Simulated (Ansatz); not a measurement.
SnO2:
```
CELL_PARAMETERS angstrom
      4.82747     0.00000     0.00000
      0.00000     4.82747     0.00000
      0.00000     0.00000     3.23816
ATOMIC_POSITIONS crystal
  Sn 0.50000 0.50000 0.50000
  Sn 0.00000 0.00000 0.00000
  O  0.19343 0.80657 0.50000
  O  0.80657 0.19343 0.50000
  O  0.69343 0.69343 0.00000
  O  0.30657 0.30657 0.00000
```

Relaxed with PBE.

Task: Map the valence electron density (e/Å³), cut off at 4 on the plane through (0.500, 0.500, 0.500) spanned by u = [0, 0, 1] and v = [1, 1, 0] in lattice vectors, from PBE (plane waves, PAW; program Ansatz).

Result: x is the fraction of u, y of v (the angle between them is 90°; rows are the nearest grid lines); atoms in the plane: Sn at (0.00, 0.00), Sn at (0.50, 0.50), O at (0.50, 0.19), O at (0.50, 0.81).
```
y \ x   0.000  0.0625  0.188  0.250  0.375  0.438  0.562  0.625  0.750  0.812  0.938   1.00
------  -----  ------  -----  -----  -----  -----  -----  -----  -----  -----  -----  -----
1.00     4.00    4.00   3.18   1.10  0.266  0.212  0.212  0.266   1.10   3.18   4.00   4.00
0.912    3.26    2.77  0.960  0.640  0.805   1.00   1.00  0.805  0.640  0.960   2.77   3.26
0.853   0.409   0.394  0.459  0.732   2.91   4.00   4.00   2.91  0.732  0.459  0.394  0.409
0.765   0.072   0.084  0.252  0.554   2.96   4.00   4.00   2.96  0.554  0.252  0.084  0.072
0.706   0.046   0.052  0.133  0.249  0.824   1.22   1.22  0.824  0.249  0.133  0.052  0.046
0.618   0.088   0.092  0.152  0.244  0.720   1.05   1.05  0.720  0.244  0.152  0.092  0.088
0.529   0.188   0.200  0.407  0.967   4.00   4.00   4.00   4.00  0.967  0.407  0.200  0.188
0.471   0.188   0.200  0.407  0.967   4.00   4.00   4.00   4.00  0.967  0.407  0.200  0.188
0.382   0.088   0.092  0.152  0.244  0.720   1.05   1.05  0.720  0.244  0.152  0.092  0.088
0.294   0.046   0.052  0.133  0.249  0.824   1.22   1.22  0.824  0.249  0.133  0.052  0.046
0.235   0.072   0.084  0.252  0.554   2.96   4.00   4.00   2.96  0.554  0.252  0.084  0.072
0.147   0.409   0.394  0.459  0.732   2.91   4.00   4.00   2.91  0.732  0.459  0.394  0.409
0.0882   3.26    2.77  0.960  0.640  0.805   1.00   1.00  0.805  0.640  0.960   2.77   3.26
0.000    4.00    4.00   3.18   1.10  0.266  0.212  0.212  0.266   1.10   3.18   4.00   4.00
```

The density is the valence pseudo-density with augmentation charge, so density and ELF within about 1 Å of a nucleus are not all-electron values.

Space group P4_2/mnm (rutile). The PBE relaxation kept the symmetry of its start; phonons on a q-mesh show no instability. Scalar-relativistic: spin–orbit coupling is off unless named, which matters more the heavier the elements.

Potentials: the later of the program's two PAW sets.
